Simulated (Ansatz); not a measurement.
Starting cell, ZrB2 (AlB2 type, space group P6/mmm):

```yaml
crystal:
  lattice:
    - [6.34286, 0.00000, 0.00000]
    - [-1.58571, 2.74654, 0.00000]
    - [0.00000, 0.00000, 3.54132]
  atoms:
    - { symbol: Zr, position: [0.00000, 0.00000, 0.00000] }
    - { symbol: Zr, position: [0.50000, 0.00000, 0.00000] }
    - { symbol: B, position: [0.16667, 0.66667, 0.50000] }
    - { symbol: B, position: [0.66667, 0.66667, 0.50000] }
    - { symbol: B, position: [0.33333, 0.33333, 0.50000] }
    - { symbol: B, position: [0.83333, 0.33333, 0.50000] }
```

A phonon eigenvector at M = (0.5, 0.0, 0.0) is frozen into this cell: atom i moves by Q times the vector below, so Q is the largest atomic displacement, in Å. The cell is held. (q is in reciprocal vectors of the primitive cell; the cell shown is doubled to hold the pattern.)

```csv
atom,x,y,z
Zr1,0.026,0.015,0.000
Zr2,-0.026,-0.015,0.000
B3,0.866,0.500,0.000
B4,-0.866,-0.500,0.000
B5,-0.866,-0.500,0.000
B6,0.866,0.500,0.000
```

Calculation: PBE (plane waves to 420 eV, PAW, scalar-relativistic; Ansatz, a quantum-chemistry and plane-wave program). k mesh 17×17×13 (Γ-centred), Fermi-Dirac smearing 0.05 eV. The energy includes the smearing's −TS. With partly filled bands, energies and forces of such displacements shift with the k mesh and the smearing. ZrB2 is run without spin polarisation. ZrB2 was relaxed with its symmetry unable to fall. ΔE is measured from the undisplaced structure. The last digit holds for this mesh only.

| Q (Å) | ΔE (meV/cell) |
|---|---|
| -0.180 | 1291.4 |
| -0.150 | withheld |
| -0.120 | 587.4 |
| -0.090 | 333.1 |
| -0.060 | 148.9 |
| -0.030 | 37.3 |
| 0.000 | 0.0 |
| 0.030 | 37.3 |
| 0.060 | 148.9 |
| 0.090 | 333.1 |
| 0.120 | 587.4 |
| 0.150 | withheld |
| 0.180 | 1291.4 |

Fit an even polynomial form (powers 2, 4) to the given rows and predict ΔE at Q = 0.150.

Least squares on the 11 given rows: ΔE = (41540)·Q² + (-51960)·Q⁴, in meV/cell with Q in Å; root-mean-square residual 0.03 meV/cell. At 0.150 the fit gives 908.3 meV/cell; the calculation gives 908.4 meV/cell, so the interpolation is off by -0.1 (-0.0 %). The quadratic term alone would give 934.6 meV/cell.

(A displaced cell: forces are minus the slopes of the energy, force constants its curvatures, and phonons follow from these.)
